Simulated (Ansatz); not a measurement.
The elements of this relaxed trial crystal are hidden behind letters.

```
lattice vectors (Å)
   2.7156    0.0000    0.0000
  -1.3578    2.3518    0.0000
   0.0000    0.0000   21.5790
fractional positions
X 0.3333 0.6667 0.9063
X 0.3333 0.6667 0.0937
X 0.3333 0.6667 0.2969
X 0.3333 0.6667 0.5000
X 0.3333 0.6667 0.7031
X 0.6667 0.3333 0.0000
Z 0.6667 0.3333 0.1956
Z 0.6667 0.3333 0.3985
Z 0.6667 0.3333 0.6015
Z 0.6667 0.3333 0.8044
```

Method: DFT PBE, scalar-relativistic, plane waves, PAW in Ansatz. Cutoff 420 eV, Γ-centred 18×18×2 mesh (10-atom cell), Gaussian smearing of 0.10 eV, collinear spin.

| Quantity | Value |
| --- | --- |
| Space group | P-6m2 (No. 187) |
| Conventional cell | a = 2.716 Å, c = 21.579 Å |
| Volume per atom | 13.78 Å³ |
| Density | 13.44 g/cm³ |
| Formation energy | −0.03 eV/atom |
| Gap on the 18×18×2 mesh of the 10-atom cell | 0 eV (a metal) |
| Net moment per atom | 1.81 μB |

Energies are uncorrected and count from the elements' standard states at the same level.

Question: X is a d-block element of period 4 and Z is a d-block element of period 6. Which elements are they?

Answer: X = Fe, Z = Pt, so the formula is Fe3Pt2. Density times volume gives a mean mass of 13.44 × 13.78/1.6605 = 111.5 u per atom, and this set has 111.5 u. Around Fe on a site of symmetry 3m lie 3 Fe at 2.56 Å, 3 Pt at 2.70 Å and 6 Fe at 2.72 Å; around Fe on a second site of symmetry 3m lie 6 Pt at 2.69 Å and 6 Fe at 2.72 Å; around Pt on its first site lie 6 Fe at 2.69–2.70 Å and 6 Pt at 2.72 Å; 3 more sites not described. Other sets within the hints have nearly the same mass, so mass alone doesn't settle it; this one was computed.

Spin–orbit coupling, which can matter for Pt, is left out. The magnetic state reached may not be the lowest. A structure relaxed within its symmetry needn't be a true minimum.
